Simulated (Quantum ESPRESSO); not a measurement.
## LiNb6Ta (a guest atom moved from site to site)

Simulated, not a measurement. The program is pw.x of Quantum ESPRESSO 7.5 (plane-wave density functional theory). The cell is made up: eight metal atoms on a face-centred cubic lattice, with elements, volume, strain and displacements drawn at random and not relaxed, so it may be unstable or far from any real phase. PseudoDojo standard norm-conserving files set the functional (PBE unless stated); there is no spin polarisation or spin-orbit coupling, the Fermi-Dirac width of 0.25 eV means electrons at about 2900 K, and the masses in the input are unused placeholders. Heavy elements are run without spin-orbit coupling, which real alloys of them have. A spin test at this wide smearing found no moment, but such smearing suppresses magnetism that the real alloy may have.

The runs move one Li atom among sites that otherwise hold Nb. Cell, positions, cutoff, mesh and smearing stay as in the input of run 1; sites are counted in its order. Stress in the tables is positive in tension.

Input of run 1:

```
&control calculation='scf', pseudo_dir='./dojo.nc.sr.pbe.v0_5.standard.upf', outdir='./o', disk_io='minimal', tprnfor=.true., tstress=.true. /
&system ibrav=0, nat=8, ntyp=3, nbnd=64, ecutwfc=82.02448710, nosym=.true., tot_charge=0,
 occupations='smearing', smearing='fd', degauss=0.0183746611
/
&electrons conv_thr=1.470e-08, electron_maxstep=70, mixing_beta=0.5 /
ATOMIC_SPECIES
Li 1.0 Li.upf
Nb 1.0 Nb.upf
Ta 1.0 Ta.upf
CELL_PARAMETERS angstrom
0.0 2.0557 2.0557
0.0 4.1114 -4.1114
-8.2228 -2.0557 2.0557
ATOMIC_POSITIONS angstrom
Li 0.0021 0.0506 0.0397
Nb -4.0896 0.0353 0.0081
Nb 0.0583 2.0545 -2.0209
Nb -4.1434 2.0602 -2.0565
Nb -6.2183 0.0015 2.0466
Nb -2.0641 2.0214 -0.0038
Ta -6.1313 2.0262 0.0097
Nb -2.1157 4.0934 -2.0397
K_POINTS automatic
8 4 3 1 1 1
```

```
run  elements on sites 1 to 8  free energy less that of run 1 (eV)  -TS (eV)  pressure (GPa)  stress xx (GPa)  stress yy (GPa)  stress zz (GPa)  stress yz (GPa)  stress xz (GPa)  stress xy (GPa)  iterations
  1   Li Nb Nb Nb Nb Nb Ta Nb                                0.000    -1.970           10.10           -11.70            -9.32            -9.29             0.06             0.00             0.14          21
  2   Nb Li Nb Nb Nb Nb Ta Nb                               -0.103    -1.951            9.19           -10.87            -8.29            -8.39             0.09             0.15            -0.10          20
  3   Nb Nb Nb Nb Li Nb Ta Nb                               -0.154    -1.961            9.12           -10.98            -8.15            -8.24             0.09            -0.32             0.07          19
  4   Nb Nb Nb Nb Nb Nb Ta Li                               -0.022    -1.978           10.37           -11.38            -9.76            -9.97             0.68             0.38            -0.14          20
```

Forces Fx Fy Fz (eV/Å):

| site | run 1 | run 2 | run 3 | run 4 |
| --- | --- | --- | --- | --- |
| 1 | -0.06 -0.33 0.08 | -0.26 -0.62 0.50 | 0.79 -0.16 -0.03 | -0.84 -0.83 0.67 |
| 2 | -0.21 -0.24 0.13 | -0.16 -0.17 0.01 | -1.19 -0.55 0.42 | 0.67 -0.66 0.50 |
| 3 | -0.66 0.12 -0.34 | -0.71 0.37 -0.58 | 0.28 -0.13 -0.14 | -1.44 0.51 -0.73 |
| 4 | -0.17 0.06 -0.21 | -0.07 -0.14 -0.04 | -0.88 0.25 -0.43 | 0.73 0.35 -0.53 |
| 5 | -0.29 -0.41 0.60 | 1.53 0.23 -0.10 | 0.34 0.00 0.15 | 0.93 -0.12 0.27 |
| 6 | 1.05 -0.01 0.15 | -0.79 -0.06 0.21 | 0.37 0.33 -0.20 | 0.11 0.33 -0.08 |
| 7 | -0.99 0.60 -0.40 | 0.66 0.09 0.10 | -0.33 0.35 -0.05 | -0.51 0.38 -0.18 |
| 8 | 1.33 0.20 -0.01 | -0.21 0.29 -0.10 | 0.62 -0.09 0.27 | 0.34 0.04 0.08 |

The sites are displaced and not relaxed, so the energy differences mix bonding between neighbours with strain and are not ordering energies. A rerun of one cell of this series at a higher cutoff and on a denser mesh moved values by no more than 0.016 eV in energy, 0.08 GPa in stress and 0.013 eV/Å in force, and a second program with other atomic files agreed on that cell to 2 % rms in force and 0.5 GPa in pressure.